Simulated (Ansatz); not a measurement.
Relaxed-ion elastic tensor of GaAs (zinc blende, F-43m) in GPa (Voigt order), plane-wave PAW r²SCAN (Ansatz code); density 5.28 g/cm³, 22.74 Å³ per atom.

```
 117  50.0  50.0   0.0   0.0   0.0
50.0   117  50.0   0.0   0.0   0.0
50.0  50.0   117   0.0   0.0   0.0
 0.0   0.0   0.0  60.4   0.0   0.0
 0.0   0.0   0.0   0.0  60.4   0.0
 0.0   0.0   0.0   0.0   0.0  60.4
```

### Question
Is the crystal mechanically stable?

### Answer
Yes: the smallest eigenvalue of C is 60.4 GPa.

### Question
Work out the Voigt, Reuss and Hill averages.

### Answer
K_V = 72.5, K_R = 72.5, K_H = 72.5; G_V = 49.7, G_R = 45.8, G_H = 47.8 GPa.

### Question
Give Young's modulus, Poisson's ratio, Pugh's ratio and the universal anisotropy index.

### Answer
E = 9KG/(3K + G) = 117 GPa; ν = 0.23; K/G = 1.52 (brittle by the Pugh limit of 1.75); A_U = 5G_V/G_R + K_V/K_R − 6 = 0.42.

### Question
Estimate the sound speeds and the Debye temperature.

### Answer
v_l = √((K + 4G/3)/ρ) = 5080 m/s, v_t = √(G/ρ) = 3010 m/s, mean 3330 m/s; Θ = (h/k)(3n/4πV)^(1/3) v_m = 350 K.

### Question
Give the Zener ratio and Young's modulus along [100], [110] and [111].

### Answer
A = 2C44/(C11 − C12) = 1.79; 1/E = S11 − 2(S11 − S12 − S44/2)Γ with Γ = 0, 1/4, 1/3 gives 87.5, 123, 142 GPa.

### Question
Solve the Christoffel equation for the three sound speeds along [100], [110], [111].

### Answer
Eigenvalues of C_ijkl n_j n_l equal ρv² (piezoelectric stiffening left out). In km/s, slowest first: [100] 3.38, 3.38, 4.71; [110] 2.53, 3.38, 5.22; [111] 2.84, 2.84, 5.38.

The r²SCAN relaxation kept the symmetry of its start.

Potentials: the later of the program's two PAW sets.
